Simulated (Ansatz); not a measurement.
## Relaxing an invented Li2TiO2 structure

Theory: DFT PBE, scalar-relativistic, plane waves, PAW in Ansatz 0.2.0. Cutoff 420 eV, Gaussian smearing, Γ-centred meshes. Cell and atoms relax first on a coarse mesh and then on a finer one. In between, the cell is made exact in the group found at 0.06 Å. In metals the finer mesh still leaves noise of several meV/atom or more. The steps can't lower the symmetry of their start. Collinear spin, starting moments Ti 1.0 μB.

The guess for Li2TiO2 was made by a generator: random cell by space group and Wyckoff sites (P4/mmm, No. 123). Lengths were set from tabulated atomic sizes, so they are only a guess.

Space group P4/mmm (No. 123). a = 4.519 Å, b = 4.519 Å, c = 3.124 Å, α = 90.00°, β = 90.00°, γ = 90.00°
```
atom  site  symmetry       x       y       z
  Li    2f      mmm.  0.5000  0.0000  0.0000
  Ti    1a     4/mmm  0.0000  0.0000  0.0000
   O    1b     4/mmm  0.0000  0.0000  0.5000
   O    1c     4/mmm  0.5000  0.5000  0.0000
```

Energies over the elements count from the elements' standard structures at the same level (O₂ as a molecule), with no fitted energy shifts.

Problem. Describe the relaxed structure.

Solution. The symmetry stays P4/mmm (No. 123). The volume per atom grows by 24.2 %, from 12.8 to 15.8 Å³. The shortest distance goes from 1.56 Å (Ti–O) to 1.87 Å (Ti–O). The ratio c/a of the conventional cell changes by a factor of 1.18. The energy falls by about 0.82 eV/atom (the start's value is from the coarse mesh). Conventional cell: a = 4.603 Å, c = 3.741 Å. Li is surrounded by 2 O at 2.30 Å and 2 Ti at 2.30 Å; around Ti lie 2 O at 1.87 Å and 4 Li at 2.30 Å; O on its first site has 2 Ti at 1.87 Å; around O on its second site lie 4 Li at 2.30 Å.

```cif
data_structure
_symmetry_space_group_name_H-M 'P4/mmm'
_symmetry_Int_Tables_number 123
_cell_length_a 4.6025
_cell_length_b 4.6025
_cell_length_c 3.7409
_cell_angle_alpha 90.000
_cell_angle_beta 90.000
_cell_angle_gamma 90.000
_cell_volume 79.24
loop_
_atom_site_label
_atom_site_type_symbol
_atom_site_symmetry_multiplicity
_atom_site_Wyckoff_symbol
_atom_site_fract_x
_atom_site_fract_y
_atom_site_fract_z
_atom_site_occupancy
Li1 Li 2 f 0.50000 0.00000 0.00000 1
Ti1 Ti 1 a 0.00000 0.00000 0.00000 1
O1 O 1 b 0.00000 0.00000 0.50000 1
O2 O 1 c 0.50000 0.50000 0.00000 1
```

Problem. How does it come out in energy, and is it a metal?

Solution. The formation energy is −0.57 eV/atom. The gap on the 8×8×10 mesh of the 5-atom cell is 0 eV (a metal), the net moment per atom is 0.39 μB and the moment by site is Li 0.1 (×2); Ti 0.9 μB.

The last run used collinear spin and Gaussian smearing of 0.10 eV. The magnetic state reached may not be the lowest. A structure relaxed within its symmetry needn't be a true minimum. In all, the 3 runs took 120 s on 1 thread of Intel(R) Xeon(R) Platinum 8488C (Sapphire Rapids), with other jobs on the host. Another cell of Li2TiO2 relaxed alike, in I4/mmm, lies 1.09 eV/atom lower, so this cell isn't the stable form at this level. Site moments count only spheres around the atoms; the net moment includes the space between them.
